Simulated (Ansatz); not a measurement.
A geometry of InBi away from equilibrium: step 2 of the relaxation of a generated trial cell of InBi in the cinnabar structure type. All values below come from r2SCAN (plane waves to 500 eV, PAW, scalar-relativistic; Ansatz, a program for electronic structure). Γ-centred k-mesh 8×8×3 on the run's cell (coarser than for final values), Fermi–Dirac smearing 0.05 eV.

```xyz
6
Lattice="4.7914 0.0000 0.0000 -2.3957 4.1495 0.0000 0.0000 0.0000 10.9839" Properties=species:S:1:pos:R:3 pbc="T T T"
In     3.3439     0.0000     7.3226
In    -1.6720     2.8959     3.6613
In     0.7237     1.2536     0.0000
Bi     2.5359     0.0000     1.8306
Bi    -1.2680     2.1962     9.1532
Bi     1.1278     1.9533     5.4919
```

Question: Give the Cartesian forces on all atoms (eV/Å).

Answer: 
```
atom     Fx     Fy    Fz
----  -----  -----  ----
In1   -0.45   0.00  0.00
In2    0.22  -0.39  0.00
In3    0.22   0.39  0.00
Bi4    0.38   0.00  0.00
Bi5   -0.19   0.33  0.00
Bi6   -0.19  -0.33  0.00
```

Question: What is the pressure?

Answer: -1.5 GPa, compression positive.

Question: How far above the relaxed end point is this geometry?

Answer: 0.12 eV/atom; the path ends in P3₂21 (No. 154).

No spin polarisation in the result.

The run could not lose the symmetry of its start, so the end can be a saddle point.

The end of the path is a generated cell of InBi: the first start was made by placing the elements on the sites of a structure type, and the end was not matched to a known phase here, so it may be hypothetical.
